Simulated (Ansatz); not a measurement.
A relaxation computed with Ansatz, from input to last step.

```yaml
crystal:
  lattice:
    - [2.4048232025, 0.0, 0.0]
    - [-1.2024116013, 2.082637985, 0.0]
    - [0.0, 0.0, 7.9369874126]
  atoms:
    - { symbol: C, position: [0.0, 0.0, 0.0929029423] }
    - { symbol: C, position: [0.0, 0.0, 0.5929029423] }
    - { symbol: C, position: [0.0, 0.0, 0.4070970577] }
    - { symbol: C, position: [0.0, 0.0, 0.9070970577] }
    - { symbol: C, position: [0.3333333333, 0.6666666667, 0.1556482143] }
    - { symbol: C, position: [0.6666666667, 0.3333333333, 0.6556482143] }
    - { symbol: C, position: [0.3333333333, 0.6666666667, 0.3443517857] }
    - { symbol: C, position: [0.6666666667, 0.3333333333, 0.8443517857] }
basis:
  ecutwfc: 500
kpoints:
  mp_grid: { grid: [12, 12, 4] }
hamiltonian:
  xc: r2scan
scf:
  occupations: { method: gaussian, width: 0.02 }
output:
  forces: true
  stress: true
  eigenvalues: true
  write_density: true
  write_potential: true
  elf: true
  volumetric_format: npy
relax:
  adjacent_minimum: "off"
  f_tol: 0.01
  max_steps: 30
  cell: { stress_tol: 0.1, fix: [volume] }
```

```bash
ansatz run input.yaml --threads 2 --pin off --max-ram 5120MiB --backend cpu --events-out ev --progress --plain --runs-dir out
```

Theory: Ansatz 0.2.0, DFT r2SCAN, scalar-relativistic, plane waves, PAW.

The volume is held at 0.88 times that of the relaxed cell.

Of 4 frames 3 are shown, positions in Å and forces in eV/Å; the SCF threshold varies from step to step. Steps run on the plane waves of an earlier cell, with a Pulay correction in the pressure. The basis is chosen afresh for the last frame, the zero of the energies, and at times for earlier ones too; energy and pressure can step there, also at an unchanged geometry. Where two frames share a geometry here, they differ by under 2 meV/atom and 0.3 GPa.

```xyz
8
Lattice="2.4048 0.0000 0.0000 -1.2024 2.0826 0.0000 0.0000 0.0000 7.9370" Properties=species:S:1:pos:R:3:forces:R:3 pbc="T T T" step=1 free_energy_over_end_meV_per_atom=0.00 pressure_GPa=72.70
C     0.0000    0.0000    0.7374    0.0000    0.0000   -0.0177
C     0.0000    0.0000    4.7059    0.0000    0.0000   -0.0177
C     0.0000    0.0000    3.2311    0.0000    0.0000    0.0177
C     0.0000    0.0000    7.1996    0.0000    0.0000    0.0177
C     0.0000    1.3884    1.2354    0.0000    0.0000    0.0316
C     1.2024    0.6942    5.2039    0.0000    0.0000    0.0316
C     0.0000    1.3884    2.7331    0.0000    0.0000   -0.0316
C     1.2024    0.6942    6.7016    0.0000    0.0000   -0.0316
8
Lattice="2.4046 0.0000 0.0000 -1.2023 2.0824 0.0000 0.0000 0.0000 7.9384" Properties=species:S:1:pos:R:3:forces:R:3 pbc="T T T" step=2 free_energy_over_end_meV_per_atom=0.00 pressure_GPa=72.69
C     0.0000    0.0000    0.7374    0.0000    0.0000   -0.0060
C     0.0000    0.0000    4.7066    0.0000    0.0000   -0.0060
C     0.0000    0.0000    3.2318    0.0000    0.0000    0.0060
C     0.0000    0.0000    7.2011    0.0000    0.0000    0.0060
C     0.0000    1.3883    1.2359    0.0000    0.0000    0.0124
C     1.2023    0.6941    5.2051    0.0000    0.0000    0.0124
C     0.0000    1.3883    2.7334    0.0000    0.0000   -0.0124
C     1.2023    0.6941    6.7026    0.0000    0.0000   -0.0124
8
Lattice="2.4047 0.0000 0.0000 -1.2023 2.0825 0.0000 0.0000 0.0000 7.9378" Properties=species:S:1:pos:R:3:forces:R:3 pbc="T T T" step=4 free_energy_over_end_meV_per_atom=0.00 pressure_GPa=72.69
C     0.0000    0.0000    0.7373    0.0000    0.0000   -0.0014
C     0.0000    0.0000    4.7062    0.0000    0.0000   -0.0014
C     0.0000    0.0000    3.2316    0.0000    0.0000    0.0014
C     0.0000    0.0000    7.2005    0.0000    0.0000    0.0014
C     0.0000    1.3884    1.2359    0.0000    0.0000   -0.0019
C     1.2023    0.6942    5.2048    0.0000    0.0000   -0.0019
C     0.0000    1.3884    2.7330    0.0000    0.0000    0.0019
C     1.2023    0.6942    6.7019    0.0000    0.0000    0.0019
```

It took 15 s on 2 threads of Intel(R) Xeon(R) Processor @ 2.70GHz, on a shared host, peak memory 0.47 GiB.